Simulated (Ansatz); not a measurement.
# Computed properties of C

C:
```yaml
crystal:
  lattice:
    - [3.56133, 0.00000, 0.00000]
    - [-1.78067, 3.08421, 0.00000]
    - [0.00000, 0.00000, 3.36395]
  atoms:
    - { symbol: C, position: [0.23245, 0.46491, 0.25000] }
    - { symbol: C, position: [0.53509, 0.76755, 0.58333] }
    - { symbol: C, position: [0.23245, 0.76755, 0.91667] }
    - { symbol: C, position: [0.76755, 0.53509, 0.75000] }
    - { symbol: C, position: [0.46491, 0.23245, 0.08333] }
    - { symbol: C, position: [0.76755, 0.23245, 0.41667] }
```

Space group P6_122 (No. 178); conventional cell a = b = 3.5613 Å, c = 3.3640 Å, α = β = 90.00°, γ = 120.00°.

Method: plane-wave PAW r²SCAN (Ansatz code). Structure relaxed to zero pressure with the same functional. Other levels are named where they apply.

### Cell and energy

```
Item                 Result
---------------  ----------
Volume per atom     6.16 Å³
Density          3.24 g/cm³
```

### Electronic structure

```
Property                                                                                           Value
----------------------------------------  --------------------------------------------------------------
Band gap                                                                              4.40 eV (indirect)
Valence-band maximum                                              on the L–M line, 8 % of the way from L
Conduction-band minimum                   on the Γ–A line, 39 % of the way from Γ (2 equivalent valleys)
Smallest direct gap on the standard path                                                         5.28 eV
Hole effective mass                                                0.53, 0.72, 1.1 mₑ (principal values)
HSE06 gap on the r²SCAN cell                                                                     5.38 eV
```

### Mechanics

```
Quantity                                                                                                    Result
-----------------------------------------------------------  -----------------------------------------------------
Bulk modulus (Birch–Murnaghan fit)                                                                         403 GPa
Pressure derivative B′                                                                                         3.7
Elastic constants (relaxed ions, GPa)                        C11 = 955, C12 = 177, C13 = 119, C33 = 902, C44 = 520
Mechanical stability                                                        stable (all eigenvalues of C positive)
Hill bulk and shear moduli                                                                         404 and 441 GPa
Young's modulus                                                                                            971 GPa
Poisson's ratio                                                                                               0.10
Debye temperature from the elastic constants                                                                2070 K
Piezoelectric stress constants (proper, relaxed ions, C/m²)                                e14 = -0.11, e25 = 0.11
```

The start of the workflow was typed in or built on a structure type; neither database checked (COD, Materials Project) lists it. It is not the phase usual at ambient conditions (space group No. 194, 227). Symmetry was held in the r²SCAN relaxation; its stability against distortions is not shown here. Signs of piezoelectric constants follow the polarity of the cell as given.

Potentials: the later of the program's two PAW sets.
